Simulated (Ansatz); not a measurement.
The relaxed structure here is a generated cell of HfO2: the first start was made by placing the elements on the sites of a structure type, and the end was not matched to a known phase here, so it may be hypothetical. Known forms of HfO2 include space group No. 14, 29, 137, 225.

A structure of HfO2 relaxed with PBEsol (plane waves to 420 eV, PAW, scalar-relativistic; Ansatz, a program for electronic structure); single points at other levels follow on the same geometry (Ansatz, PAW; PBEsol+SOC at 600 eV on a 9×10×7 k-mesh; spin-orbit coupling only where +SOC is written). Space group P2₁/m (No. 11).

```cif
data_Hf2O4
_chemical_formula_sum 'Hf2 O4'
_space_group_name_H-M_alt 'P 1'
_space_group_IT_number 1
_cell_length_a 3.83304
_cell_length_b 3.43951
_cell_length_c 5.39444
_cell_angle_alpha 90.000
_cell_angle_beta 104.568
_cell_angle_gamma 90.000
loop_
_space_group_symop_operation_xyz
  'x, y, z'
loop_
_atom_site_label
_atom_site_type_symbol
_atom_site_fract_x
_atom_site_fract_y
_atom_site_fract_z
_atom_site_occupancy
Hf1 Hf 0.16630 0.25000 0.26997 1
Hf2 Hf 0.83370 0.75000 0.73003 1
O1 O 0.73451 0.25000 0.43585 1
O2 O 0.76423 0.25000 0.91997 1
O3 O 0.26549 0.75000 0.56415 1
O4 O 0.23577 0.75000 0.08003 1
```

| level | gap (eV) | kind | conduction minimum |
|---|---|---|---|
| PBEsol | 4.84 | indirect | k = (0, 0.1, 0) |
| PBEsol+SOC | [?] | [?] | [?] |

### Question
Fill in the missing entries.

### Answer

- PBEsol+SOC, gap (eV): 4.84
- PBEsol+SOC, kind: indirect
- PBEsol+SOC, conduction minimum: k = (0, 0.1, 0)

The shift from spin-orbit coupling is approximate. No spin polarisation in the result.

It was reached from a disturbed copy of a P4₂/nmc (No. 137) cell, against which it lies -19 meV/atom.
